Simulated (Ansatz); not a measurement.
The following input was run with Ansatz 0.2.0.

```yaml
crystal:
  lattice:
    - [6.7439868524, 0.0, 0.0]
    - [-3.3719934262, 5.840463937, 0.0]
    - [0.0, 0.0, 3.54096268]
  atoms:
    - { symbol: Ge, position: [0.66666667, 0.33333333, 0.0] }
    - { symbol: Ge, position: [0.33333333, 0.66666667, 0.0] }
    - { symbol: Ge, position: [0.0, 0.0, 0.5] }
    - { symbol: Pt, position: [0.6218124, 0.0, 0.5] }
    - { symbol: Pt, position: [0.3781876, 0.3781876, 0.5] }
    - { symbol: Pt, position: [0.0, 0.6218124, 0.5] }
    - { symbol: Pt, position: [0.0, 0.28307249, 0.0] }
    - { symbol: Pt, position: [0.71692751, 0.71692751, 0.0] }
    - { symbol: Pt, position: [0.28307249, 0.0, 0.0] }
basis:
  ecutwfc: 420
kpoints:
  mp_grid: { grid: [6, 6, 10] }
hamiltonian:
  xc: pbesol
scf:
  occupations: { method: gaussian, width: 0.1 }
output:
  forces: true
  stress: true
  eigenvalues: true
  populations: true
```

Launched with
```bash
ansatz run input.yaml --threads 2 --pin off --max-ram 5120MiB --backend cpu --events-out ev --progress --plain --runs-dir out
```

Computed with Ansatz 0.2.0, DFT PBEsol, scalar-relativistic, plane waves, PAW.

Part of what the program printed, abridged (final results; tables in files aren't shown):

```
SCF 1 converged in 7 iterations: F = -87066.766057 eV  dr2 = 9.84e-8
SCF converged after 7 iterations
Free energy (F): -87066.766057 eV
Harris-Foulkes:  -87066.766058 eV  (|F-HF|=1.28e-7)
Internal energy: -87066.758403 eV  (E = F + TS)
E sigma→0 (E₀):  -87066.762230 eV
Entropy (-TS):   -0.007654 eV (-0.850 meV/atom)
Fermi energy:    19.626109 eV
--- Per-component energies (eV) ---
  E_band       = -1171.758618
  E_kinetic    = 4173.908695
  E_local      = -15407.074729  (includes V_loc(G=0)·N_el)
  E_nonlocal   = 2487.111220
  E_hartree    = 6142.739805
  E_xc         = -1789.465813
  E_vxc        = -2012.340838  (∫ρ·V_xc dr)
  E_paw        = -61844.075466  (= ΣΔE_a)
  E_vpaw       = -2698.834002  (= ΣTr[D̂ρ^β])
  E_aug_tail   = 0.002131  (compensation charges beyond the density's cutoff)
  E_ewald      = -20834.379941
  E_core_change = 4.475696  (= ΣΔE_core)
  E_smearing   = -0.007654  (= −TS)
--- Forces (eV/Å), atoms counted from 1 ---
  atom   1  Ge     0.00000000     0.00000000     0.00000000
  atom   2  Ge     0.00000000     0.00000000     0.00000000
  atom   3  Ge     0.00000000     0.00000000     0.00000000
  atom   4  Pt     0.02046171     0.00000000     0.00000000
  atom   5  Pt    -0.01023086    -0.01772036     0.00000000
  atom   6  Pt    -0.01023086     0.01772036     0.00000000
  atom   7  Pt     0.00689045    -0.01193461     0.00000000
  atom   8  Pt     0.00689045     0.01193461     0.00000000
  atom   9  Pt    -0.01378090     0.00000000     0.00000000
--- Stress (GPa, compression-positive) ---
       -3.191307       0.000000       0.000000
        0.000000      -3.191307       0.000000
        0.000000       0.000000      -3.961740
  P = ⅓ Tr σ = -3.4481 GPa (-34.481 kbar)
--- Band table (eV; the first three rows and the last of 42) ---
  k-point 0: bands = ["-78.9715", "-78.9707", "-78.9707", "-78.5038", "-78.5038", "-78.5038", "-33.2886", "-33.2886", "-33.2846", "-33.2683", "-33.2387", "-33.2387", "-33.0807", "-33.0631", "-33.0631", "-32.7896", "-32.7896", "-32.7836", "-32.7290", "-32.7290", "-32.7138", "-32.6432", "-32.6429", "-32.6429", "-5.2889", "-5.2789", "-5.2789", "-5.2726", "-5.2676", "-5.2600", "-5.2600", "-5.2422", "-5.2422", "-5.2402", "-5.2402", "-5.2306", "-5.2306", "-5.2231", "-5.2231", "7.1367", "9.3195", "9.7123", "12.9707", "12.9707", "13.0569", "13.0569", "14.0699", "14.1681", "14.1681", "14.3066", "14.4133", "15.3495", "15.3495", "15.4577", "15.4577", "15.8717", "15.8717", "16.1566", "16.2438", "16.2438 ...
  k-point 1: bands = ["-78.9714", "-78.9707", "-78.9707", "-78.5038", "-78.5038", "-78.5038", "-33.2888", "-33.2888", "-33.2838", "-33.2671", "-33.2388", "-33.2388", "-33.0806", "-33.0666", "-33.0666", "-32.7885", "-32.7885", "-32.7847", "-32.7289", "-32.7289", "-32.7165", "-32.6440", "-32.6424", "-32.6424", "-5.2866", "-5.2795", "-5.2795", "-5.2708", "-5.2658", "-5.2599", "-5.2599", "-5.2425", "-5.2425", "-5.2411", "-5.2411", "-5.2303", "-5.2303", "-5.2231", "-5.2231", "7.2604", "9.3770", "9.7437", "13.0724", "13.0724", "13.1348", "13.1348", "14.0114", "14.1354", "14.1354", "14.3001", "14.4146", "15.1823", "15.1823", "15.4022", "15.4022", "15.7481", "15.7481", "16.0332", "16.2622", "16.2622 ...
  k-point 2: bands = ["-78.9713", "-78.9707", "-78.9707", "-78.5038", "-78.5038", "-78.5038", "-33.2895", "-33.2895", "-33.2814", "-33.2641", "-33.2389", "-33.2389", "-33.0804", "-33.0755", "-33.0755", "-32.7874", "-32.7857", "-32.7857", "-32.7287", "-32.7287", "-32.7236", "-32.6459", "-32.6410", "-32.6410", "-5.2809", "-5.2809", "-5.2807", "-5.2660", "-5.2611", "-5.2597", "-5.2597", "-5.2436", "-5.2436", "-5.2428", "-5.2428", "-5.2298", "-5.2298", "-5.2232", "-5.2232", "7.6208", "9.5302", "9.8286", "13.2790", "13.2790", "13.3506", "13.3506", "13.8530", "14.0252", "14.0252", "14.1749", "14.4237", "15.1009", "15.1009", "15.1523", "15.1523", "15.7062", "15.7638", "15.7638", "16.0876", "16.0876 ...
  k-point 41: bands = ["-78.9711", "-78.9706", "-78.9706", "-78.5037", "-78.5037", "-78.5036", "-33.2911", "-33.2911", "-33.2741", "-33.2607", "-33.2376", "-33.2376", "-33.1025", "-33.0864", "-33.0864", "-32.7907", "-32.7907", "-32.7721", "-32.7361", "-32.7314", "-32.7314", "-32.6431", "-32.6411", "-32.6411", "-5.2843", "-5.2843", "-5.2650", "-5.2589", "-5.2589", "-5.2509", "-5.2509", "-5.2488", "-5.2469", "-5.2469", "-5.2452", "-5.2296", "-5.2259", "-5.2259", "-5.2228", "9.4859", "9.7490", "9.7490", "12.0439", "12.8198", "12.8198", "14.1004", "14.1004", "14.4133", "14.6332", "14.6589", "14.6589", "14.8335", "15.0847", "15.0847", "15.5810", "15.6045", "15.6045", "16.0026", "16.1169", "16.116 ...
--- Löwdin populations: 9 sites ---
  site symbol q [e]
     0     Ge     14.2757
     1     Ge     14.2757
     2     Ge     14.3858
     3     Pt     17.7316
     4     Pt     17.7316
     5     Pt     17.7316
     6     Pt     17.6860
     7     Pt     17.6860
     8     Pt     17.6860
  spilling = 0.005399 (of n_electrons = 150.000000)
```

Self-consistency was reached.

It took 36 s on 2 threads of Arm Neoverse V1, on a shared host, peak memory 0.65 GiB.

Spin–orbit coupling is left out, which can shift energies with elements as heavy as these.